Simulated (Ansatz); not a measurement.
**Gd (hcp, Mg type), scan of one atom of the cell**

Starting cell, Gd (hcp, Mg type):

```xyz
2
Lattice="3.6484 0.0000 0.0000 -1.8242 3.1596 0.0000 0.0000 0.0000 5.8348" Properties=species:S:1:pos:R:3 pbc="T T T"
Gd     0.0000     2.1064     4.3761
Gd     1.8242     1.0532     1.4587
```

Scan: atom 2 (Gd, nearest neighbour Gd at 3.598 Å; its periodic images, 3.6 Å or more away, move with it) is displaced along Cartesian [110], direction (0.707, 0.707, 0.000) in Cartesian axes, by s. The other atoms stay.

Method: PBE (plane waves to 420 eV, PAW, scalar-relativistic; Ansatz, a first-principles code). k mesh 12×12×7 (Γ-centred), Fermi-Dirac smearing 0.05 eV. E stands for the smeared free energy. With partly filled bands, energies and forces of such displacements shift with the k mesh and the smearing. F∥ is the force on the atom along that direction. F⊥ is the part of the force across the line. Gd was relaxed with its symmetry unable to fall. Relaxed Gd ends ferromagnetic. Other magnetic orders were not checked, so this need not be the ground state. The f-shell state is unchecked: a lower one may exist. ΔE is measured from the undisplaced structure.

| s (Å) | ΔE (eV/cell) | |F⊥| (eV/Å) | moment (μB/cell) | F∥ (eV/Å) |
|---|---|---|---|---|
| -0.720 | 0.181 | 0.114 | 15.32 | 0.330 |
| -0.576 | 0.131 | 0.074 | 15.29 | 0.359 |
| -0.432 | 0.081 | 0.044 | 15.30 | 0.329 |
| -0.288 | 0.039 | 0.021 | 15.31 | 0.250 |
| -0.144 | 0.010 | 0.006 | 15.33 | 0.139 |
| 0.000 | 0.000 | 0.000 | 15.33 | 0.000 |
| 0.144 | 0.011 | 0.006 | 15.32 | -0.151 |
| 0.288 | 0.043 | 0.023 | 15.30 | -0.293 |
| 0.432 | 0.094 | 0.049 | 15.26 | -0.419 |
| 0.576 | 0.162 | 0.087 | 15.26 | -0.523 |
| 0.720 | 0.244 | 0.144 | 15.26 | -0.608 |

What the scan shows:

- Energy at s = 0.720 Å = 244 meV/cell
- Force along the line at s = -0.720 Å = 0.330 eV/Å
- Symmetry of the curve = not even: the positive side lies higher at ±0.720 Å
- Shape of the curve = a single well with its minimum at or next to zero displacement
- Force constant k = d²E/ds² at s = 0 (finite differences) = 1.03 eV/Å²
- Harmonic estimate at the end of the scan = ½ks² = 267 meV/cell against the computed 244 meV/cell, so the well is softer than harmonic there

(For displaced atoms, the force is minus the slope of the energy, and its curvature is a force constant, which sets phonon frequencies.)
